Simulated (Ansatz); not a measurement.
Y5Ge3 in space group P6_3/mcm (No. 193; Y on 6g, Y on 4d, Ge on 6g) under volume change, the program Ansatz at the r²SCAN level (PAW), shape and atoms relaxed at each volume.

| V (Å³/atom) | E − E(relaxed) (meV/atom) | P (GPa) |
|---|---|---|
| 22.904 | 54.4 | 8.32 |
| 23.659 | 22.9 | 5.12 |
| 24.414 | 5.4 | 2.37 |
| 25.169 | 0.0 | 0.00 |
| 25.924 | 4.9 | -2.03 |
| 26.679 | 18.7 | -3.78 |
| 27.434 | 40.2 | -5.28 |

Task: What does a third-order Birch–Murnaghan fit give for V₀, B₀ and B′?

Result: V₀ = 25.17 Å³/atom, B₀ = 73.0 GPa, B′ = 4.0.

The first step of the workflow began from a Materials Project structure, measured or hypothetical; the Crystallography Open Database copy checked does not list it. Its standing as an ambient phase is unchecked. Symmetry was held in the r²SCAN relaxation; whether a distortion lowers the energy is not shown. The run is not spin-polarised.

Potentials: the later of the program's two PAW sets.
